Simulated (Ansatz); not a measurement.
**Cutoff convergence: CsCu4S3**

System: CsCu₄S₃, a cell derived from the structure in space group 123 by a strain and random displacements, 8 atoms in the cell.

```xyz
8
Lattice="4.0212 -0.0221 -0.0155 -0.0221 3.9130 0.0101 -0.0378 0.0247 9.5184" Properties=species:S:1:pos:R:3 pbc="T T T"
Cs    1.4828    0.0464    7.2151
Cu    3.4894    0.1300    3.7564
Cu    3.4350    0.0155    0.9870
Cu    1.4966    2.1040    1.0004
Cu    1.3838    1.9696    3.8123
S     3.4073    2.0616    9.3979
S     3.4796    1.9721    5.0852
S     1.4587    0.0569    2.4930
```

Theory: Ansatz, r²SCAN, plane waves, PAW datasets (generated hard set).

k-mesh 3×3×1 Γ-centred; Fermi–Dirac smearing of 0.15 eV; no spin polarisation; no spin–orbit coupling.

| cutoff (eV) | E − E(top) (meV/atom) | pressure at fixed basis (GPa) | corrected pressure (GPa) | rms force change (meV/Å) |
| --- | --- | --- | --- | --- |
| 600 | 3.9 | 0.29 | 0.46 | 1.9 |
| 700 | 0.8 | 0.39 | 0.44 | 0.5 |
| 850 | 0.0 | 0.43 | 0.44 | 0.0 |

Against the 850 eV run, total energies lie within 1 meV/atom from 700 eV on. Forces lie within 20 meV/Å (rms) from 600 eV on. The pressure at a fixed basis moves by -0.14 GPa at 600 eV.

The k-mesh is coarse, so these values belong to this mesh and can lie far from the converged ones. Potentials made with PBE were used with another functional.
